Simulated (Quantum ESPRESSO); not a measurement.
# Al2SiZnO6: finding a planted mistake in a log

Simulated, not a measurement. The program is pw.x of Quantum ESPRESSO 7.5 (plane-wave density functional theory). The cell is made up: 10 atoms on a corundum lattice, with randomly drawn elements, strain and displacements, not relaxed. PseudoDojo standard norm-conserving files (v0.5 for PBE, v0.4.1 for LDA and PBEsol) set the functional; there is no spin polarisation, spin-orbit coupling or dispersion term, and the masses in the input are unused placeholders.

Intended input:

```
&control calculation='scf', pseudo_dir='./dojo.nc.sr.pbe.v0_5.standard.upf', outdir='./o', disk_io='medium', tprnfor=.true., tstress=.true. /
&system ibrav=0, nat=10, ntyp=4, nbnd=39, ecutwfc=84.00895049, nosym=.true., tot_charge=0,
 occupations='smearing', smearing='fd', degauss=0.0018374661
/
&electrons conv_thr=7.350e-09, electron_maxstep=60, /
ATOMIC_SPECIES
Al 1.0 Al.upf
O 1.0 O.upf
Si 1.0 Si.upf
Zn 1.0 Zn.upf
CELL_PARAMETERS angstrom
2.4026 1.4374 4.3727
-2.3866 1.3787 4.3825
-0.0428 -2.7775 4.3653
ATOMIC_POSITIONS angstrom
Al 0.0036 0.0699 4.6183
Si 0.0092 0.0474 1.901
Al -0.0888 0.0072 8.498
Zn -0.0074 0.1254 11.2118
O -0.9458 1.3475 7.6159
O -0.7547 -1.4527 7.6492
O 1.6454 0.0896 7.5989
O 0.8739 -1.3933 5.4688
O 0.7789 1.6102 5.4516
O -1.6912 -0.1483 5.5103
K_POINTS automatic
6 6 6 1 1 1
```

The log is shortened where brackets say so; the opening notice, blank lines, dates and the lines on written files are dropped, and the path of the files is cut. It prints rydbergs, bohrs and kilobars, and counts compression as positive stress. Where no state is partly filled, the Fermi energy that it prints is only some level between the filled and the empty states on the mesh, and need not lie in the true gap.

Log of the intended run:

```
     Program PWSCF v.7.5
     Parallel version (MPI & OpenMP), running on       1 processor cores
     Number of MPI processes:                 1
     Threads/MPI process:                     1
     [start-up lines left out]
     bravais-lattice index     =            0
     lattice parameter (alat)  =       9.8119  a.u.
     unit-cell volume          =     591.5221 (a.u.)^3
     number of atoms/cell      =           10
     number of atomic types    =            4
     number of electrons       =        66.00
     number of Kohn-Sham states=           39
     kinetic-energy cutoff     =      84.0090  Ry
     charge density cutoff     =     336.0358  Ry
     scf convergence threshold =      7.3E-09
     mixing beta               =       0.7000
     number of iterations used =            8  plain     mixing
     Exchange-correlation= PBE
                           (   1   4   3   4   0   0   0)
     [axes and pseudopotential details left out]
   Cartesian axes
     site n.     atom                  positions (alat units)
         1        Al     tau(   1) = (   0.0006933   0.0134625   0.8894660  )
         2        Si     tau(   2) = (   0.0017719   0.0091290   0.3661250  )
         3        Al     tau(   3) = (  -0.0171025   0.0013867   1.6366806  )
         4        Zn     tau(   4) = (  -0.0014252   0.0241515   2.1593476  )
         5        O      tau(   5) = (  -0.1821573   0.2595231   1.4667917  )
         6        O      tau(   6) = (  -0.1453522  -0.2797842   1.4732052  )
         7        O      tau(   7) = (   0.3168974   0.0172566   1.4635176  )
         8        O      tau(   8) = (   0.1683096  -0.2683440   1.0532689  )
         9        O      tau(   9) = (   0.1500130   0.3101180   1.0499562  )
        10        O      tau(  10) = (  -0.3257183  -0.0285620   1.0612616  )
     number of k points=   108  Fermi-Dirac smearing, width (Ry)=  0.0018
     Number of k-points >= 100: set verbosity='high' to print them.
     Dense  grid:    61611 G-vectors     FFT dimensions: (  60,  60,  60)
     Estimated max dynamical RAM per process >      92.83 MB
     Initial potential from superposition of free atoms
     starting charge      65.9943, renormalised to      66.0000
     Starting wfcs are   46 randomized atomic wfcs
     total cpu time spent up to now is       21.0 secs
     per-process dynamical memory:    61.1 Mb
     Self-consistent Calculation
     iteration #  1     ecut=    84.01 Ry     beta= 0.70
     Davidson diagonalization with overlap
     ethr =  1.00E-02,  avg # of iterations =  3.0
     total cpu time spent up to now is       83.4 secs
     total energy              =    -634.10706692 Ry
     estimated scf accuracy    <       2.00701955 Ry
     iteration #  2     ecut=    84.01 Ry     beta= 0.70
     Davidson diagonalization with overlap
     ethr =  3.04E-03,  avg # of iterations =  2.1
     total cpu time spent up to now is      151.0 secs
     total energy              =    -634.71217701 Ry
     estimated scf accuracy    <       1.42099165 Ry
     [iterations 3 to 9 left out]
     iteration # 10     ecut=    84.01 Ry     beta= 0.70
     Davidson diagonalization with overlap
     ethr =  5.29E-10,  avg # of iterations =  2.0
     total cpu time spent up to now is      680.1 secs
     total energy              =    -634.96610267 Ry
     estimated scf accuracy    <       0.00000002 Ry
     iteration # 11     ecut=    84.01 Ry     beta= 0.70
     Davidson diagonalization with overlap
     ethr =  2.94E-11,  avg # of iterations =  2.6
     total cpu time spent up to now is      736.6 secs
     End of self-consistent calculation
     Number of k-points >= 100: set verbosity='high' to print the bands.
     the Fermi energy is    11.7512 ev
!    total energy              =    -634.96610267 Ry
     estimated scf accuracy    <          3.0E-09 Ry
     smearing contrib. (-TS)   =       0.00000000 Ry
     internal energy E=F+TS    =    -634.96610267 Ry
     The total energy is F=E-TS. E is the sum of the following terms:
     one-electron contribution =    -421.66830017 Ry
     hartree contribution      =     252.42273611 Ry
     xc contribution           =    -103.85245338 Ry
     ewald contribution        =    -361.86808523 Ry
     convergence has been achieved in  11 iterations
     Forces acting on atoms (cartesian axes, Ry/au):
     atom    1 type  1   force =    -0.02368326   -0.02444944   -0.02168438
     atom    2 type  3   force =     0.00012264   -0.02545668    0.04351900
     atom    3 type  1   force =     0.06458332    0.01773679   -0.01619805
     atom    4 type  4   force =     0.00229551   -0.13993542    0.01512505
     atom    5 type  2   force =    -0.08085556   -0.02920739    0.00778132
     atom    6 type  2   force =     0.12227712   -0.08510362    0.02702721
     atom    7 type  2   force =    -0.10459470    0.25519038    0.09735050
     atom    8 type  2   force =    -0.08875843   -0.03800052   -0.04000924
     atom    9 type  2   force =     0.07828705   -0.09099578   -0.02277890
     atom   10 type  2   force =     0.03032631    0.16022167   -0.09013251
     Total force =     0.453007     Total SCF correction =     0.000099
     Computing stress (Cartesian axis) and pressure
          total   stress  (Ry/bohr**3)                   (kbar)     P=       84.19
   0.00055815  -0.00047189  -0.00004239           82.11      -69.42       -6.24
  -0.00047189   0.00074340   0.00019137          -69.42      109.36       28.15
  -0.00004239   0.00019137   0.00041529           -6.24       28.15       61.09
     init_run     :     17.05s CPU     20.93s WALL (       1 calls)
     electrons    :    686.29s CPU    715.58s WALL (       1 calls)
     forces       :      7.96s CPU      8.07s WALL (       1 calls)
     stress       :     37.26s CPU     37.38s WALL (       1 calls)
     [timing details left out]
     PWSCF        :  12m28.99s CPU  13m 4.09s WALL
     JOB DONE.
```

A second run was made from an input with one planted mistake. Its log:

```
     Program PWSCF v.7.5
     Parallel version (MPI & OpenMP), running on       1 processor cores
     Number of MPI processes:                 1
     Threads/MPI process:                     1
     [start-up lines left out]
     bravais-lattice index     =            0
     lattice parameter (alat)  =       9.8119  a.u.
     unit-cell volume          =     591.5221 (a.u.)^3
     number of atoms/cell      =           10
     number of atomic types    =            4
     number of electrons       =        66.00
     number of Kohn-Sham states=           39
     kinetic-energy cutoff     =      42.4087  Ry
     charge density cutoff     =     169.6349  Ry
     scf convergence threshold =      7.3E-09
     mixing beta               =       0.7000
     number of iterations used =            8  plain     mixing
     Exchange-correlation= PBE
                           (   1   4   3   4   0   0   0)
     [axes and pseudopotential details left out]
   Cartesian axes
     site n.     atom                  positions (alat units)
         1        Al     tau(   1) = (   0.0006933   0.0134625   0.8894660  )
         2        Si     tau(   2) = (   0.0017719   0.0091290   0.3661250  )
         3        Al     tau(   3) = (  -0.0171025   0.0013867   1.6366806  )
         4        Zn     tau(   4) = (  -0.0014252   0.0241515   2.1593476  )
         5        O      tau(   5) = (  -0.1821573   0.2595231   1.4667917  )
         6        O      tau(   6) = (  -0.1453522  -0.2797842   1.4732052  )
         7        O      tau(   7) = (   0.3168974   0.0172566   1.4635176  )
         8        O      tau(   8) = (   0.1683096  -0.2683440   1.0532689  )
         9        O      tau(   9) = (   0.1500130   0.3101180   1.0499562  )
        10        O      tau(  10) = (  -0.3257183  -0.0285620   1.0612616  )
     number of k points=   108  Fermi-Dirac smearing, width (Ry)=  0.0018
     Number of k-points >= 100: set verbosity='high' to print them.
     Dense  grid:    22075 G-vectors     FFT dimensions: (  45,  45,  45)
     Estimated max dynamical RAM per process >      36.53 MB
     Check: negative core charge=   -0.000497
     Initial potential from superposition of free atoms
     starting charge      65.9943, renormalised to      66.0000
     Starting wfcs are   46 randomized atomic wfcs
     total cpu time spent up to now is       13.2 secs
     per-process dynamical memory:    28.3 Mb
     Self-consistent Calculation
     iteration #  1     ecut=    42.41 Ry     beta= 0.70
     Davidson diagonalization with overlap
     ethr =  1.00E-02,  avg # of iterations =  3.0
     total cpu time spent up to now is       41.8 secs
     total energy              =    -631.11389969 Ry
     estimated scf accuracy    <       2.07883626 Ry
     iteration #  2     ecut=    42.41 Ry     beta= 0.70
     Davidson diagonalization with overlap
     ethr =  3.15E-03,  avg # of iterations =  2.1
     total cpu time spent up to now is       76.4 secs
     total energy              =    -631.72506173 Ry
     estimated scf accuracy    <       1.12884979 Ry
     [iterations 3 to 8 left out]
     iteration #  9     ecut=    42.41 Ry     beta= 0.70
     Davidson diagonalization with overlap
     ethr =  1.53E-09,  avg # of iterations =  2.0
     total cpu time spent up to now is      309.0 secs
     total energy              =    -631.94310522 Ry
     estimated scf accuracy    <       0.00000007 Ry
     iteration # 10     ecut=    42.41 Ry     beta= 0.70
     Davidson diagonalization with overlap
     ethr =  1.10E-10,  avg # of iterations =  2.0
     total cpu time spent up to now is      341.6 secs
     End of self-consistent calculation
     Number of k-points >= 100: set verbosity='high' to print the bands.
     the Fermi energy is    11.3683 ev
!    total energy              =    -631.94310524 Ry
     estimated scf accuracy    <          7.3E-09 Ry
     smearing contrib. (-TS)   =       0.00000000 Ry
     internal energy E=F+TS    =    -631.94310524 Ry
     The total energy is F=E-TS. E is the sum of the following terms:
     one-electron contribution =    -412.52403063 Ry
     hartree contribution      =     245.36197581 Ry
     xc contribution           =    -102.91296512 Ry
     ewald contribution        =    -361.86808530 Ry
     convergence has been achieved in  10 iterations
     Forces acting on atoms (cartesian axes, Ry/au):
     atom    1 type  1   force =    -0.02323418   -0.02429069   -0.02163338
     atom    2 type  3   force =     0.00033060   -0.02553353    0.04349985
     atom    3 type  1   force =     0.06435582    0.01799022   -0.01484133
     atom    4 type  4   force =    -0.00317435   -0.17199215   -0.01085774
     atom    5 type  2   force =    -0.07605651   -0.01707380    0.00310474
     atom    6 type  2   force =     0.13034398   -0.08878838    0.03234430
     atom    7 type  2   force =    -0.11638764    0.26938744    0.10404852
     atom    8 type  2   force =    -0.07649239   -0.03714360   -0.03186216
     atom    9 type  2   force =     0.07223040   -0.08154883   -0.01720726
     atom   10 type  2   force =     0.02808426    0.15899331   -0.08659555
     Total force =     0.470595     Total SCF correction =     0.000173
     Computing stress (Cartesian axis) and pressure
          total   stress  (Ry/bohr**3)                   (kbar)     P=    -3069.07
  -0.02085473  -0.00045260  -0.00003352        -3067.84      -66.58       -4.93
  -0.00045260  -0.02068475   0.00013783          -66.58    -3042.83       20.27
  -0.00003352   0.00013783  -0.02104976           -4.93       20.27    -3096.53
     init_run     :     12.03s CPU     13.08s WALL (       1 calls)
     electrons    :    317.19s CPU    328.33s WALL (       1 calls)
     forces       :      4.09s CPU      4.13s WALL (       1 calls)
     stress       :     16.81s CPU     16.89s WALL (       1 calls)
     [timing details left out]
     PWSCF        :   5m50.45s CPU   6m 3.19s WALL
     JOB DONE.
```

Question: what was wrong in the second input?

Answer: the plane-wave cutoff is too low. The input lines that differ, file-writing options aside:

```
- &system ibrav=0, nat=10, ntyp=4, nbnd=39, ecutwfc=84.00895049, nosym=.true., tot_charge=0,
+ &system ibrav=0, nat=10, ntyp=4, nbnd=39, ecutwfc=42.40871779, nosym=.true., tot_charge=0,
```

|  | intended run | run with the mistake |
| --- | --- | --- |
| free energy (eV) | -8639.154 | -8598.024 |
| smearing term -TS (eV) | 0.0000 | 0.0000 |
| pressure (GPa) | 8.42 | -306.91 |
| largest force component (eV/Å) | 6.561 | 6.926 |
| largest change of a force component (eV/Å) |  | 0.824 |
| iterations | 11 | 10 |

For scale, a rerun of the intended cell at a cutoff of 1437 eV and k mesh 8 x 8 x 8 moved values by no more than 0.003 eV in energy, 0.04 GPa in stress and 0.002 eV/Å in force.